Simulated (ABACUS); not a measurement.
Input and output of a self-consistent single point for In2GaAs3 (C2, 6 atoms in the cell; from Materials Project mp-1223859, changed as shown) (ABACUS).

Method: ABACUS with LDA (PW92), numerical atomic orbitals DZP (confined pseudo-atomic orbitals with Gaussian additions; energy shift 0.01 Ry), PseudoDojo 0.4 standard norm-conserving LDA (tails mended) pseudopotentials.

The change in words: lattice vector c scaled by 0.98. Reference geometry (I-4m2):
```yaml
crystal:
  lattice:
    - [-2.10744, 2.10744, 8.92145]
    - [2.10744, -2.10744, 8.92145]
    - [2.10744, 2.10744, -8.92145]
  atoms:
    - { symbol: In, position: [0.33676, 0.33676, 0.00000] }
    - { symbol: In, position: [0.66324, 0.66324, 0.00000] }
    - { symbol: Ga, position: [0.00000, 0.00000, 0.00000] }
    - { symbol: As, position: [0.25000, 0.75000, 0.50000] }
    - { symbol: As, position: [0.57547, 0.07547, 0.50000] }
    - { symbol: As, position: [0.92453, 0.42453, 0.50000] }
```

Reference input (self-consistent single point, DFT, LDA (PW92), numerical atomic orbitals DZP (confined pseudo-atomic orbitals with Gaussian additions; energy shift 0.01 Ry), PseudoDojo 0.4 standard norm-conserving LDA (tails mended) pseudopotentials): basis = DZP numerical atomic orbitals, energy shift 0.01 Ry; KPT = Gamma 8 8 8 0 0 0; basis_type = lcao; dft_functional = PWLDA; ecutwfc = 100 Ry; smearing_method = gaussian; smearing_sigma = 0.00999582 Ry; potentials = PseudoDojo 0.4 standard norm-conserving LDA (tails mended); symmetry = 1; ks_solver = scalapack_gvx; scf_nmax = 100; scf_thr = 1.0e-07. This run's input differs from it in these lines:

```diff
@@ -38,3 +38,3 @@
    2.1074400000   -2.1074400000    8.9214460000
-   2.1074400000    2.1074400000   -8.9214460000
+   2.0652910000    2.0652910000   -8.7430170000
```

Output, abridged:

```
 SELF-CONSISTENT
 -------------------------------------------

                  longest orb rcut (Bohr) = 8.2
   longest nonlocal projector rcut (Bohr) = 2.42
                     search radius (Bohr) = 21.2

                          real space grid = [ 120, 120, 120 ]
                                 init_chg = atomic

 LCAO ALGORITHM --------------- ION=   1  ELEC=   1--------------------------------

 Density error is 0.0411073482618
 E_KohnSham     -1053.5681760875     -14334.5304262575
 E_Fermi        0.5700315732         7.7556774360

 LCAO ALGORITHM --------------- ION=   1  ELEC=   2--------------------------------

   [... lines left out ...]

   [... 5 blocks of this kind left out ...]

 LCAO ALGORITHM --------------- ION=   1  ELEC=   8--------------------------------

 Density error is 5.63512362884e-07
 E_KohnSham     -1053.6017915988     -14334.9877887527
 E_Fermi        0.6030631278         8.2050947924

 LCAO ALGORITHM --------------- ION=   1  ELEC=   9--------------------------------

 Density error is 8.96436613054e-08
 E_KohnSham     -1053.6017915989     -14334.9877887536
 E_KS(sigma->0) -1053.6017699243     -14334.9874938548
 E_entropy(-TS) -0.0000433493        -0.0005897974
 E_Fermi        0.6030635589         8.2051006566
 charge density convergence is achieved
 final etot is -14334.987789 eV
 EFERMI = 8.2051006566 eV

 STATE ENERGY(eV) AND OCCUPATIONS    NSPIN == 1
   [... 49 lines left out ...]

 TOTAL-FORCE (eV/Angstrom)
                       In1        -0.3834626342         0.3688335114         0.0531551137
                       In2        -0.3688335114         0.3834626342        -0.0531551137
                       Ga1        -0.2513505281         0.2513505281         0.0000000000
                       As1         0.3941835267        -0.3941835267         0.0000000000
                       As2         0.3410477894        -0.2684153577        -0.0265921507
                       As3         0.2684153577        -0.3410477894         0.0265921507

 TOTAL-STRESS (KBAR)
        -1.7616799543         5.5979828431       -28.5907258978
         5.5979828431        -1.7616799543       -28.5907258978
       -28.5907258978       -28.5907258978        -5.3292459338
 TOTAL-PRESSURE: -2.950869 KBAR

 --------------------------------------------
 !FINAL_ETOT_IS -14334.9877887535585614 eV
 --------------------------------------------
```

The run converged in 9 iterations. Against the reference run the free energy goes up by 16.6 meV/atom, the pressure goes from -1.80 to -0.30 GPa and the largest force goes from under 0.1 to 0.56 eV/Å.

The atom-centred basis is finite, which shifts total energies, pressures and forces against plane waves. The structure comes from a collection of computed structures, made at another level of theory; the collection holds predicted forms beside known ones. Its lattice was then scaled. No clean gap shows at this smearing width and mesh (spacing up to 0.27 Å⁻¹); the mesh is coarse for partly filled bands, so the values carry mesh errors. Semi-local functionals can close small gaps.

Cost on one core: about 4 core-minutes (a rough figure).

The atomic orbitals were generated for these runs; they are not ABACUS's published sets and were checked against plane waves on a few crystals only.

“Tails mended”: in these copies of the files the far tail of each local potential was reset to the Coulomb form.
